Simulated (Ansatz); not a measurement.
The calculation used DFT PBE, scalar-relativistic, plane waves, PAW in Ansatz. Settings: cutoff 420 eV, Γ-centred meshes spaced at most about 0.3 Å⁻¹, and about 0.25 Å⁻¹ or finer for metals (2π included), Gaussian smearing. No spin polarisation in the final relaxations.

These are static total energies at zero pressure.

Two forms of Ga4TeO were relaxed alike.

A.

```
CELL_PARAMETERS angstrom
5.11357 0.00000 0.00000
-2.55678 4.42848 0.00000
0.00000 0.00000 5.10615
ATOMIC_POSITIONS crystal
Ga 0.33333 0.66667 0.25485
Ga 0.33333 0.66667 0.74515
Ga 0.66667 0.33333 0.74515
Ga 0.66667 0.33333 0.25485
Te 0.00000 0.00000 0.00000
O 0.00000 0.00000 0.50000
```

B.

```
CELL_PARAMETERS angstrom
4.76027 0.00000 0.00000
0.00000 4.76027 0.00000
0.00000 0.00000 6.62654
ATOMIC_POSITIONS crystal
Ga 0.00000 0.00000 0.69058
Ga 0.00000 0.00000 0.30942
Ga 0.50000 0.00000 0.00000
Ga 0.00000 0.50000 0.00000
Te 0.50000 0.50000 0.50000
O 0.00000 0.00000 0.00000
```

Problem. Which is lower in energy, and by how much?

Solution. B is lower, by 122 meV/atom. A has space group P6/mmm (No. 191), 19.3 Å³/atom and no gap on its mesh; B has space group P4/mmm (No. 123), 25.0 Å³/atom and no gap. The shortest distance is 2.50 Å (Ga–Ga) in A and 2.05 Å (Ga–O) in B. The lower one is the more open, so pressure narrows the difference. In A, Ga is surrounded by 2 Ga at 2.50–2.60 Å, 3 Ga at 2.95 Å, 3 O at 3.21 Å and 3 Te at 3.23 Å; Te has 2 O at 2.55 Å and 12 Ga at 3.23 Å; around O lie 2 Te at 2.55 Å and 12 Ga at 3.21 Å. In B, around Ga on a site of symmetry 4mm lie 1 O at 2.05 Å, 1 Ga at 2.53 Å, 4 Ga at 3.14 Å and 4 Te at 3.60 Å; Te is surrounded by 8 Ga at 3.60 Å and 8 Ga at 4.08 Å; O is surrounded by 2 Ga at 2.05 Å and 4 Ga at 2.38 Å; 1 more site not described. Both come from invented guesses. A third cell relaxed alike, in Cmmm, lies 281 meV/atom below the lower of the two.

Spin–orbit coupling, which can matter for Te, is left out. Cells relaxed within their symmetry can be saddle points.
